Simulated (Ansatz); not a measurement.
## W: one atom moved along a line

All numbers below come from DFT PBEsol, scalar-relativistic, plane waves, PAW in Ansatz 0.2.0. The runs took a 420 eV cutoff, a Γ-centred 8×8×8 mesh and Gaussian smearing (0.15 eV). Spin–orbit coupling is left out, which can shift energies with elements as heavy as these. No spin polarisation. Energies are free energies at this smearing, counted from the undisturbed cell; pressure is positive in compression.

The starting cell (relaxed at this level; this form isn't the usual structure):

```
W
1.0
     5.03204    0.00000    0.00000
     0.00000    5.03204    0.00000
     0.00000    0.00000    5.03204
W
8
Direct
  0.00000 0.00000 0.00000
  0.50000 0.50000 0.50000
  0.00000 0.50000 0.25000
  0.00000 0.50000 0.75000
  0.25000 0.00000 0.50000
  0.75000 0.00000 0.50000
  0.50000 0.75000 0.00000
  0.50000 0.25000 0.00000
```

Atom 1 (W) is moved by x along the Cartesian unit vector (0.000, 0.000, 1.000); the cell and all other atoms stay fixed. The cell is metallic on the mesh throughout.

| x (Å) | ΔE (meV/cell) |
| --- | --- |
| -0.6000 | 3383.8 |
| -0.2000 | 376.1 |
| 0.0000 | 0.0 |
| 0.1000 | 93.9 |
| 0.3000 | 846.1 |
| 0.4000 | 1491.7 |
| 0.5000 | 2320.6 |

(1) Predict the force along x on the moved atoms (eV/Å) at each point.

Results:

(1)
| x (Å) | force along x on the moved atoms (eV/Å) |
| --- | --- |
| -0.6000 | 12.02 |
| -0.2000 | 3.77 |
| 0.0000 | 0.00 |
| 0.1000 | -1.88 |
| 0.3000 | -5.61 |
| 0.4000 | -7.31 |
| 0.5000 | -9.37 |

Cost: 7 runs of about 14 core-minutes in all, on Intel Xeon Processor @ 2.50GHz (Skylake/Cascade Lake) (shared hosts).